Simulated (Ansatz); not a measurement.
PIr$_{2}$, DFT, LDA, all-electron LAPW, scalar-relativistic (Ansatz 0.2.0), run on 1 thread of AMD EPYC 7R32 (Zen 2) on a shared host.

The cell comes from COD entry 1011371, which wasn't checked; take it as a given geometry. The listed cell was then made from it by scaling, straining or moving an atom.

Command: `ansatz run input.yaml --threads 1 --pin off --max-ram 4096MiB --backend cpu --events-out ev --progress --plain --runs-dir out`

```yaml
crystal:
  lattice:
    - [0.0, 2.7110045559, 2.7110045559]
    - [2.7110045559, 0.0, 2.7110045559]
    - [2.7110045559, 2.7110045559, 0.0]
  atoms:
    - { symbol: P, position: [0.0, 0.0, 0.0] }
    - { symbol: Ir, position: [0.25, 0.25, 0.25] }
    - { symbol: Ir, position: [0.75, 0.75, 0.75] }
kpoints:
  mp_grid: { grid: [11, 11, 11] }
  band_path:
    path:
      - [0.0, 0.0, 0.0]
      - [0.5, 0.0, 0.5]
      - [0.625, 0.25, 0.625]
      - [0.375, 0.375, 0.75]
      - [0.0, 0.0, 0.0]
      - [0.5, 0.5, 0.5]
      - [0.5, 0.25, 0.75]
      - [0.5, 0.0, 0.5]
    npoints: 5
scf:
  occupations: { method: fermi_dirac, width: 0.05 }
hamiltonian:
  xc: lda
  pseudopotentials: { kind: all_electron, lapw: { basis_error: 0.001 } }
output:
  forces: true
  stress: true
  eigenvalues: true
```

Problem. How large is the problem that the program sets up?

Solution. 56 irreducible k-points, 531 plane waves at Γ, 57 bands.

Problem. Estimate the wall time and the peak memory.

Solution. 45 s of wall time for 10 SCF iterations, with a peak of 0.58 GiB. Times on shared machines scatter by tens of per cent.
